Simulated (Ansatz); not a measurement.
# PbO2: field gradients at two levels of theory

Cell: a structure deposited in the COD, whose atoms a relaxation with PBE at fixed cell left in place.

Space group P4_2/mnm (No. 136); a = 4.9578, c = 3.3878 Å.

```
site  Wyckoff  site symmetry       x       y       z
  Pb       2a           m.mm  0.0000  0.0000  0.0000
   O       4f           m.2m  0.3067  0.3067  0.0000
```

One atom of each set is listed.

First run. Method: Kohn–Sham DFT in Ansatz, PBE, plane waves and PAW, scalar-relativistic, 420 eV cutoff, Γ-centred 5×5×7 k-points, Fermi–Dirac smearing 0.02 eV.

```csv
site,V_zz (10²¹ V/m²),η
Pb,13.38,0.49
O,-12.65,0.20
```

Second run. The same atoms and settings, except that the functional is r2SCAN and the cutoff is 500 eV.

(1) What does the second run give?

Answers

(1) 

| site | V_zz | η | change of V_zz |
| --- | --- | --- | --- |
| Pb | 13.27 | 0.49 | -0.11 |
| O | -12.56 | 0.19 | +0.09 |

The largest change of V_zz is on Pb, from 13.38 to 13.27. In per cent, |V_zz| changes by -1 on Pb, -1 on O (all sites that start above 0.5).

Spin–orbit coupling is left out, which shifts gradients on Pb by a few per cent in wide-gap crystals, and can shift them far more where the calculated gap is small or absent, as here.
For the first run: At this cell the PBE pressure is 9 GPa, so with PBE the cell would grow if it were relaxed. With a gap of 0.13 eV under a smearing of 0.02 eV the band edges are partly filled, so small gradients can hang on the smearing and the k-mesh.
For the second run: With a gap of 0.14 eV under a smearing of 0.02 eV the band edges are partly filled, so small gradients can hang on the smearing and the k-mesh.
